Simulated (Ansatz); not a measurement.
# Cu (Fm-3m), zone-centre modes

Method: DFT PBE, scalar-relativistic, plane waves, PAW in Ansatz. Settings: plane waves to 420 eV, k-mesh 18×18×14 (Γ-centred), Gaussian smearing 0.15 eV. No spin polarisation.

Zero of the scan (as given, not relaxed at this level):

```yaml
crystal:
  lattice:
    - [0.00000, -1.80750, -1.80750]
    - [0.00000, 1.80750, -1.80750]
    - [3.61500, 0.00000, 0.00000]
  atoms:
    - { symbol: Cu, position: [0.50000, 0.50000, 0.50000] }
    - { symbol: Cu, position: [0.00000, 0.00000, 0.00000] }
```

Harmonic modes by finite displacements of 0.02 Å, without the LO–TO term. The cell doubles the primitive one, so its zone centre also holds the primitive cell's point q = (0, 1/2, 1/2).

Question: At this geometry, is the structure stable against these modes?

Answer: Yes: no mode is imaginary beyond 10 cm⁻¹, and only the three translations lie near zero.

Question: List the wavenumbers in cm⁻¹.

Answer: 0, 0, 0, 173, 173, 245.

Cost: 1 run of about 1.3 core-minutes, on Arm Neoverse V2 (shared hosts).